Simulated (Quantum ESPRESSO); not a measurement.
Band energies of MgCO₃

```xyz
10
Lattice="2.3179 1.3383 4.9756 -2.3179 1.3383 4.9756 0.0000 -2.6765 4.9756" Properties=species:S:1:pos:R:3 pbc="T T T"
C      0.0000     0.0000     3.7317
C      0.0000     0.0000    11.1952
O     -1.6735     0.2221     8.7074
O      1.6735    -0.2221     6.2196
O      0.6444    -1.5604     8.7074
O     -0.6444     1.5604     6.2196
O      1.0291     1.3383     8.7074
O     -1.0291    -1.3383     6.2196
Mg     0.0000     0.0000     0.0000
Mg     0.0000     0.0000     7.4635
```

norm-conserving LDA (Quantum ESPRESSO, 84 Ry, no spin-orbit coupling); path ΓLB1,BZΓX,QFP1Z,LP; energies in eV from the valence-band maximum.

| k (1/Å) | point | band 28 | band 29 | band 30 | band 31 | band 32 | band 33 | band 34 | band 35 |
|---|---|---|---|---|---|---|---|---|---|
| 0.00 | Γ | -1.44 | -1.44 | -0.91 | -0.42 | -0.42 | 5.28 | 5.76 | 6.20 |
| 0.20 |  | -1.52 | -1.48 | -0.76 | -0.57 | -0.45 | 5.30 | 5.76 | 6.49 |
| 0.41 |  | -1.65 | -1.15 | -0.84 | -0.46 | -0.45 | 5.40 | 5.74 | 7.18 |
| 0.61 |  | -1.55 | -1.07 | -1.02 | -0.27 | -0.18 | 5.53 | 5.71 | 8.06 |
| 0.81 | L | -1.52 | -1.09 | -1.09 | -0.10 | -0.10 | 5.65 | 5.65 | 9.01 |
| 1.00 |  | -1.61 | -1.08 | -1.08 | -0.07 | -0.07 | 5.70 | 5.70 | 9.05 |
| 1.20 |  | -1.83 | -1.04 | -1.04 | 0.00 | 0.00 | 5.78 | 5.78 | 9.17 |
| 1.39 | B1 | -2.00 | -1.01 | -1.01 | -0.05 | -0.05 | 5.80 | 5.80 | 9.34 |
| 1.39 | B | -2.00 | -1.01 | -1.01 | -0.05 | -0.05 | 5.80 | 5.80 | 9.34 |
| 1.78 |  | -1.59 | -1.05 | -1.05 | -0.62 | -0.62 | 5.39 | 5.39 | 9.03 |
| 1.97 |  | -1.32 | -1.10 | -1.10 | -0.88 | -0.88 | 5.13 | 5.13 | 8.68 |
| 2.17 | Z | -1.36 | -0.98 | -0.98 | -0.98 | -0.98 | 5.02 | 5.02 | 8.53 |
| 2.59 |  | -1.39 | -1.39 | -0.99 | -0.49 | -0.49 | 5.08 | 5.63 | 6.65 |
| 2.80 | Γ | -1.44 | -1.44 | -0.91 | -0.42 | -0.42 | 5.28 | 5.76 | 6.20 |
| 2.99 |  | -1.55 | -1.47 | -0.76 | -0.54 | -0.46 | 5.31 | 5.77 | 6.45 |
| 3.18 |  | -1.61 | -1.17 | -0.79 | -0.50 | -0.44 | 5.42 | 5.79 | 7.08 |
| 3.57 |  | -1.59 | -1.08 | -1.04 | -0.06 | 0.00 | 5.69 | 5.84 | 8.67 |
| 3.77 | X | -1.86 | -1.15 | -0.91 | -0.02 | 0.00 | 5.79 | 5.84 | 9.12 |
| 3.77 | Q | -1.86 | -1.15 | -0.91 | -0.02 | 0.00 | 5.79 | 5.84 | 9.12 |
| 4.15 | F | -1.72 | -1.27 | -0.77 | -0.19 | -0.10 | 5.65 | 5.99 | 8.69 |
| 4.15 | P1 | -1.58 | -1.22 | -0.86 | -0.22 | -0.16 | 5.60 | 5.85 | 8.97 |
| 4.32 |  | -1.51 | -1.19 | -0.91 | -0.44 | -0.39 | 5.48 | 5.63 | 9.10 |
| 4.49 |  | -1.39 | -1.18 | -0.98 | -0.75 | -0.68 | 5.28 | 5.34 | 8.90 |
| 4.82 | Z | -1.36 | -0.98 | -0.98 | -0.98 | -0.98 | 5.02 | 5.02 | 8.53 |
| 4.82 | L | -1.52 | -1.09 | -1.09 | -0.10 | -0.10 | 5.65 | 5.65 | 9.01 |
| 4.97 |  | -1.31 | -1.22 | -1.03 | -0.13 | -0.11 | 5.61 | 5.71 | 8.97 |
| 5.26 | P | -1.58 | -1.22 | -0.86 | -0.22 | -0.16 | 5.60 | 5.85 | 8.97 |

The LDA gap is indirect, 4.92 eV, from 80 % of the way from Γ to X to 33 % of the way from Z to Γ; the smallest direct gap is 5.56 eV. Another valence extremum on the path lies within 0.02 eV, too close to call.

Geometry of the Materials Project entry, not relaxed at this level.
